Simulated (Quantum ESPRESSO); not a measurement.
## Pd4Ru2SnAl (input and log of a self-consistent run)

Simulated, not a measurement. The program is pw.x of Quantum ESPRESSO 7.5 (plane-wave density functional theory). The cell is made up: eight metal atoms on a hexagonal close-packed lattice, with elements, volume, strain and displacements drawn at random and not relaxed, so it may be unstable or far from any real phase. PseudoDojo standard norm-conserving files set the functional (PBE unless stated); there is no spin polarisation or spin-orbit coupling, the Fermi-Dirac width of 0.25 eV means electrons at about 2900 K, and the masses in the input are unused placeholders. The tin pseudopotential is less sure than most, with forces differing by about three percent from a second method on plain tin. A spin test at this wide smearing found no moment, but such smearing suppresses magnetism that the real alloy may have.

Input:

```
&control calculation='scf', pseudo_dir='./dojo.nc.sr.pbe.v0_5.standard.upf', outdir='./o', disk_io='minimal', tprnfor=.true., tstress=.true. /
&system ibrav=0, nat=8, ntyp=4, nbnd=77, ecutwfc=84.00895049, nosym=.true., tot_charge=0,
 occupations='smearing', smearing='fd', degauss=0.0183746611
/
&electrons conv_thr=1.470e-08, electron_maxstep=70, mixing_beta=0.5 /
ATOMIC_SPECIES
Al 1.0 Al.upf
Pd 1.0 Pd.upf
Ru 1.0 Ru.upf
Sn 1.0 Sn.upf
CELL_PARAMETERS angstrom
2.7925 0.0173 0.0029
0.0299 4.8413 -0.002
0.0096 -0.0036 9.0846
ATOMIC_POSITIONS angstrom
Pd -0.0248 0.0234 0.0093
Ru -0.0131 -0.0104 4.5238
Sn 0.0255 1.6115 2.267
Pd 0.0135 1.5812 6.803
Ru 1.3982 2.4987 -0.0022
Al 1.4567 2.379 4.533
Pd 1.4171 4.051 2.2641
Pd 1.4028 4.0237 6.8527
K_POINTS automatic
8 5 3 1 1 1
```

The log is shortened where brackets say so; the opening notice, blank lines, dates and the lines on written files are dropped, and the path of the files is cut. It prints rydbergs, bohrs and kilobars, and counts compression as positive stress. Its total energy is the free energy E - TS of the whole cell.

```
     Program PWSCF v.7.5
     Parallel version (MPI & OpenMP), running on       4 processor cores
     Number of MPI processes:                 4
     Threads/MPI process:                     1
     [start-up lines left out]
     bravais-lattice index     =            0
     lattice parameter (alat)  =       5.2772  a.u.
     unit-cell volume          =     828.7822 (a.u.)^3
     number of atoms/cell      =            8
     number of atomic types    =            4
     number of electrons       =       121.00
     number of Kohn-Sham states=           77
     kinetic-energy cutoff     =      84.0090  Ry
     charge density cutoff     =     336.0358  Ry
     scf convergence threshold =      1.5E-08
     mixing beta               =       0.5000
     number of iterations used =            8  plain     mixing
     Exchange-correlation= PBE
                           (   1   4   3   4   0   0   0)
     [axes and pseudopotential details left out]
   Cartesian axes
     site n.     atom                  positions (alat units)
         1        Pd     tau(   1) = (  -0.0088808   0.0083794   0.0033303  )
         2        Ru     tau(   2) = (  -0.0046910  -0.0037242   1.6199501  )
         3        Sn     tau(   3) = (   0.0091314   0.5770701   0.8118014  )
         4        Pd     tau(   4) = (   0.0048343   0.5662198   2.4361202  )
         5        Ru     tau(   5) = (   0.5006884   0.8947720  -0.0007878  )
         6        Al     tau(   6) = (   0.5216370   0.8519080   1.6232446  )
         7        Pd     tau(   7) = (   0.5074564   1.4506428   0.8107629  )
         8        Pd     tau(   8) = (   0.5023357   1.4408668   2.4539176  )
     number of k points=    60  Fermi-Dirac smearing, width (Ry)=  0.0184
                       cart. coord. in units 2pi/alat
        k(    1) = (   0.0620930   0.0573196   0.0511895), wk =   0.0333333
        k(    2) = (   0.0623063   0.0572336  -0.1537404), wk =   0.0333333
     [further k points left out]
     Dense  grid:    86261 G-vectors     FFT dimensions: (  32,  54, 108)
     Estimated max dynamical RAM per process >     340.64 MB
     Estimated total dynamical RAM >       1.27 GB
     Initial potential from superposition of free atoms
     starting charge     120.9938, renormalised to     121.0000
     Starting wfcs are   69 randomized atomic wfcs +    8 random wfcs
     total cpu time spent up to now is        6.4 secs
     per-process dynamical memory:   271.2 Mb
     Self-consistent Calculation
     iteration #  1     ecut=    84.01 Ry     beta= 0.50
     Davidson diagonalization with overlap
     ethr =  1.00E-02,  avg # of iterations =  3.3
     total cpu time spent up to now is       25.4 secs
     total energy              =   -1643.70941385 Ry
     estimated scf accuracy    <      11.15730651 Ry
     iteration #  2     ecut=    84.01 Ry     beta= 0.50
     Davidson diagonalization with overlap
     ethr =  9.22E-03,  avg # of iterations =  4.0
     total cpu time spent up to now is       46.0 secs
     total energy              =   -1642.43814701 Ry
     estimated scf accuracy    <     115.39785446 Ry
     iteration #  3     ecut=    84.01 Ry     beta= 0.50
     Davidson diagonalization with overlap
     ethr =  9.22E-03,  avg # of iterations =  4.5
     total cpu time spent up to now is       67.1 secs
     total energy              =   -1648.49560363 Ry
     estimated scf accuracy    <      41.85838409 Ry
     iteration #  4     ecut=    84.01 Ry     beta= 0.50
     Davidson diagonalization with overlap
     ethr =  9.22E-03,  avg # of iterations =  2.0
     total cpu time spent up to now is       82.2 secs
     total energy              =   -1650.08259431 Ry
     estimated scf accuracy    <      12.63407029 Ry
     iteration #  5     ecut=    84.01 Ry     beta= 0.50
     Davidson diagonalization with overlap
     ethr =  9.22E-03,  avg # of iterations =  1.0
     total cpu time spent up to now is       95.4 secs
     total energy              =   -1650.41518474 Ry
     estimated scf accuracy    <       2.28834871 Ry
     [iterations 6 to 15 left out]
     iteration # 16     ecut=    84.01 Ry     beta= 0.50
     Davidson diagonalization with overlap
     ethr =  5.22E-09,  avg # of iterations =  1.0
     total cpu time spent up to now is      253.4 secs
     total energy              =   -1650.56103335 Ry
     estimated scf accuracy    <       0.00000246 Ry
     iteration # 17     ecut=    84.01 Ry     beta= 0.50
     Davidson diagonalization with overlap
     ethr =  2.03E-09,  avg # of iterations =  1.0
     total cpu time spent up to now is      266.9 secs
     total energy              =   -1650.56103355 Ry
     estimated scf accuracy    <       0.00000018 Ry
     iteration # 18     ecut=    84.01 Ry     beta= 0.50
     Davidson diagonalization with overlap
     ethr =  1.51E-10,  avg # of iterations =  1.0
     total cpu time spent up to now is      280.3 secs
     total energy              =   -1650.56103356 Ry
     estimated scf accuracy    <       0.00000002 Ry
     iteration # 19     ecut=    84.01 Ry     beta= 0.50
     Davidson diagonalization with overlap
     ethr =  1.92E-11,  avg # of iterations =  1.9
     total cpu time spent up to now is      294.8 secs
     total energy              =   -1650.56103356 Ry
     estimated scf accuracy    <       0.00000003 Ry
     iteration # 20     ecut=    84.01 Ry     beta= 0.50
     Davidson diagonalization with overlap
     ethr =  1.92E-11,  avg # of iterations =  1.0
     total cpu time spent up to now is      307.9 secs
     End of self-consistent calculation
     [lines on levels left out]
!    total energy              =   -1650.56103356 Ry
     estimated scf accuracy    <          4.5E-09 Ry
     smearing contrib. (-TS)   =      -0.11889944 Ry
     internal energy E=F+TS    =   -1650.44213412 Ry
     The total energy is F=E-TS. E is the sum of the following terms:
     one-electron contribution =    -625.32734013 Ry
     hartree contribution      =     393.17742292 Ry
     xc contribution           =    -284.13855530 Ry
     ewald contribution        =   -1134.15366161 Ry
     convergence has been achieved in  20 iterations
     Forces acting on atoms (cartesian axes, Ry/au):
     atom    1 type  2   force =    -0.00005530    0.00162990   -0.00802668
     atom    2 type  3   force =     0.00191717    0.00716809    0.01799473
     atom    3 type  4   force =    -0.00014810   -0.01000891   -0.04979764
     atom    4 type  2   force =    -0.00084515    0.01293810   -0.01109449
     atom    5 type  3   force =     0.00029790   -0.01479970   -0.01718714
     atom    6 type  1   force =    -0.00524788    0.02849517    0.08256693
     atom    7 type  2   force =     0.00092484   -0.02373582    0.02188693
     atom    8 type  2   force =     0.00315652   -0.00168682   -0.03634264
     Total force =     0.117751     Total SCF correction =     0.000256
     Computing stress (Cartesian axis) and pressure
          total   stress  (Ry/bohr**3)                   (kbar)     P=       35.74
   0.00057434  -0.00005180  -0.00001062           84.49       -7.62       -1.56
  -0.00005180  -0.00013091   0.00023419           -7.62      -19.26       34.45
  -0.00001062   0.00023419   0.00028550           -1.56       34.45       42.00
     init_run     :      6.02s CPU      6.31s WALL (       1 calls)
     electrons    :    295.00s CPU    301.52s WALL (       1 calls)
     forces       :      2.16s CPU      2.16s WALL (       1 calls)
     stress       :      7.42s CPU      7.42s WALL (       1 calls)
     [timing details left out]
     PWSCF        :   5m10.72s CPU   5m17.56s WALL
     JOB DONE.
```

In other units: free energy -22457.027 eV for the cell, pressure 3.57 GPa, largest force component 2.123 eV/Å in size. The run took 319 s of wall time with four MPI processes on a shared machine (Intel Xeon, 2023 or later, virtual cores), so the time is rough. A rerun of this cell at a higher cutoff and on a denser mesh moved values by no more than 0.010 eV in energy, 0.05 GPa in stress and 0.010 eV/Å in force, and a second program with other atomic files agreed on that cell to 2 % rms in force and 0.5 GPa in pressure.